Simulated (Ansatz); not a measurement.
Al$_{2}$Cu (Al2Cu type, space group I4/mcm)

```
CELL_PARAMETERS angstrom
     -3.02971     3.02971     2.43697
      3.02971    -3.02971     2.43697
      3.02971     3.02971    -2.43697
ATOMIC_POSITIONS crystal
  Al 0.65828 0.15828 0.81655
  Al 0.84172 0.65828 0.50000
  Al 0.15828 0.34172 0.50000
  Al 0.34172 0.84172 0.18345
  Cu 0.25000 0.25000 0.00000
  Cu 0.75000 0.75000 0.00000
```

The relaxed cell is deformed in two ways at once: its volume V is scaled, and at that volume it is stretched along z (the c axis of the conventional cell) so that c/a changes. Fractional atomic positions are held.

All values below come from PBE (plane waves to 420 eV, PAW, scalar-relativistic; Ansatz, a quantum-chemistry and plane-wave program). k mesh 12×12×12 (Γ-centred), Fermi-Dirac smearing 0.05 eV. Compression counts positive. As the atoms are clamped, bonds stretch with the cell, which overstates energies and stresses. With partly filled bands, the response to shear is sensitive to the k mesh, so small differences along c/a are uncertain. Al2Cu is run without spin polarisation. Al2Cu was relaxed with its symmetry unable to fall. The PAW data are Ansatz's earlier set.

At one point of the scan the stress tensor (GPa) is:

```
   -4.0      0.0      0.0
    0.0     -4.0      0.0
    0.0      0.0    -10.1
```

Q: Which point is it?
A. V/V₀ = 1.080, (c/a)/(c/a)₀ = 1.080
B. V/V₀ = 1.040, (c/a)/(c/a)₀ = 1.000
C. V/V₀ = 1.040, (c/a)/(c/a)₀ = 0.960
D. V/V₀ = 1.080, (c/a)/(c/a)₀ = 1.000

A: A, V/V₀ = 1.080, (c/a)/(c/a)₀ = 1.080

(Under strain, the slope of the energy per volume gives the stress and its curvature an elastic modulus.)
